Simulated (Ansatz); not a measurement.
**Computed properties of BP**

BP:
```yaml
crystal:
  lattice:
    - [2.71420, 0.00000, 0.00000]
    - [0.00000, 2.71420, 0.00000]
    - [0.00000, 0.00000, 2.71420]
  atoms:
    - { symbol: B, position: [0.00000, 0.00000, 0.00000] }
    - { symbol: P, position: [0.50000, 0.50000, 0.50000] }
```

Space group Pm-3m (No. 221), CsCl type; conventional cell a = 2.714 Å, b = 2.714 Å, c = 2.714 Å, α = 90.00°, β = 90.00°, γ = 90.00°.

Method: PBE (plane waves, PAW; program Ansatz). Structure relaxed to zero pressure with the same functional. Other levels are named where they apply.

Cell and energy:

- Volume per atom = 10.00 Å³
- Density = 3.47 g/cm³
- Formation energy from the elements (no fitted shifts) = 1.41 eV/atom

Electronic structure:

- Electronic character = metallic (no gap)
- Density of states at the Fermi level = 0.40 states/eV per atom (mean over ±0.08 eV)

Mechanics:

- Bulk modulus (Birch–Murnaghan fit): 133 GPa
- Pressure derivative B′: 4.1

A made-up cell: these elements were put on the sites of a structure type; neither database checked (COD, Materials Project) lists it. It is not the phase usual at ambient conditions (space group No. 216). The PBE relaxation kept the symmetry of its start; whether a distortion lowers the energy is not shown. The references are the lowest solids computed at this level, not always the standard phases.

Potentials: the later of the program's two PAW sets.
